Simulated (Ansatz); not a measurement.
All numbers below come from Ansatz 0.2.0, DFT PBE, scalar-relativistic, plane waves, PAW. All cells share a 420 eV cutoff and Γ-centred k meshes spaced about 0.3 Å⁻¹ or finer (0.25 for metals, 2π included). No spin polarisation.

Temperature and zero-point effects are left out.

Two forms of MoH₃ were relaxed alike.

1.

```
H Mo
1.0
     1.50073   -3.11984    0.00000
     1.50073    3.11984    0.00000
     0.00000    0.00000    2.77854
H Mo
3 1
Cartesian
  1.5007 1.1853 0.0000
  1.5007 -1.1853 0.0000
  1.5007 0.0000 1.3893
  0.0000 0.0000 0.0000
```

2.

```
H Mo
1.0
     2.88141    0.00000    0.00000
    -1.44070    2.49537    0.00000
     0.00000    0.00000    3.86783
H Mo
3 1
Cartesian
  0.0000 1.6636 0.9788
  0.0000 1.6636 2.8890
  0.0000 0.0000 0.0000
  0.0000 0.0000 1.9339
```

Question: Which is lower in energy, and by how much?

Answer: Cell 2 is lower, by 132 meV/atom. Cell 1 has space group Cmmm (No. 65), 6.5 Å³/atom and no gap on its mesh; cell 2 has space group P-6m2 (No. 187), 7.0 Å³/atom and no gap. Counting H atoms around Mo (those within 1.25 times the shortest such distance or 1.15 times the sum of covalent radii, 1.27 where that leaves under three), cell 1 has Mo 10 and cell 2 has Mo 8. The lower one is the more open, so pressure narrows the difference. Even the lower one lies +0.27 eV/atom against the reference forms of the elements (uncorrected), so neither is stable at this level. Both come from trial cells of a structure search, whose lowest cell (P6_3/m, 6.7 Å³/atom) lies 120 meV/atom below the lower of the two.

With hydrogen, zero-point motion can shift such differences by 10 meV/atom or more. Trial moments fell under 0.15 μB along the way in Cmmm and P-6m2; another start might hold them. Cells relaxed within their symmetry can be saddle points. Some structure types and database cells were kept out of the candidates from the start, so a known form may be missing.
